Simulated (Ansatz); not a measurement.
# CsPbCl3 (cubic perovskite): scan of one atom of the cell

Relaxed CsPbCl₃ (cubic perovskite):

```yaml
crystal:
  lattice:
    - [5.73565, 0.00000, 0.00000]
    - [0.00000, 5.73565, 0.00000]
    - [0.00000, 0.00000, 5.73565]
  atoms:
    - { symbol: Cs, position: [0.00000, 0.00000, 0.00000] }
    - { symbol: Pb, position: [0.50000, 0.50000, 0.50000] }
    - { symbol: Cl, position: [0.00000, 0.50000, 0.50000] }
    - { symbol: Cl, position: [0.50000, 0.50000, 0.00000] }
    - { symbol: Cl, position: [0.50000, 0.00000, 0.50000] }
```

In each cell atom 2 (Pb, nearest neighbour Cl at 2.868 Å; its periodic images, 5.7 Å or more away, move with it) moves by s·(0.707, 0.707, 0.000) (along Cartesian [110]), the rest being held.

Method: PBE (plane waves to 420 eV, PAW, scalar-relativistic; Ansatz, a first-principles code). k mesh 5×5×5 (Γ-centred), Fermi-Dirac smearing 0.05 eV. Energies are smeared free energies. Stress and pressure are positive under compression. F∥ is the force on the atom along that direction. CsPbCl3 was relaxed with its symmetry unable to fall. Spin-orbit coupling is left out, though Pb is heavy. The PAW data are Ansatz's earlier set. This is a high-temperature form of CsPbCl3. The zero of ΔE is the undisplaced structure.

```
s (Å)   ΔE (eV/cell)  F∥ (eV/Å)  P (GPa)
------  ------------  ---------  -------
-0.570         0.492      2.338     2.10
-0.456         0.273      1.548     1.32
-0.342         0.132      0.940     0.73
-0.228         0.052      0.506     0.31
-0.114         0.012      0.213     0.06
0.000          0.000      0.000    -0.02
0.114          0.012     -0.213     0.06
0.228          0.052     -0.506     0.31
0.342          0.132     -0.940     0.73
0.456          0.273     -1.548     1.32
0.570          0.492     -2.338     2.10
```

What the scan shows:

```
Property                                                                                                                                              Value
--------------------------------------------------------  -------------------------------------------------------------------------------------------------
Energy at s = 0.570 Å                                                                                                                          492 meV/cell
Force along the line at s = -0.570 Å                                                                                                              2.34 eV/Å
Symmetry of the curve                                                                                                         even: the same for both signs
Shape of the curve                                                                           a single well with its minimum at or next to zero displacement
Force constant k = d²E/ds² at s = 0 (finite differences)                                                                                         1.75 eV/Å²
Harmonic estimate at the end of the scan                  ½ks² = 285 meV/cell against the computed 492 meV/cell, so the well is stiffer than harmonic there
```

(For displaced atoms, the force is minus the slope of the energy, and its curvature is a force constant, which sets phonon frequencies.)
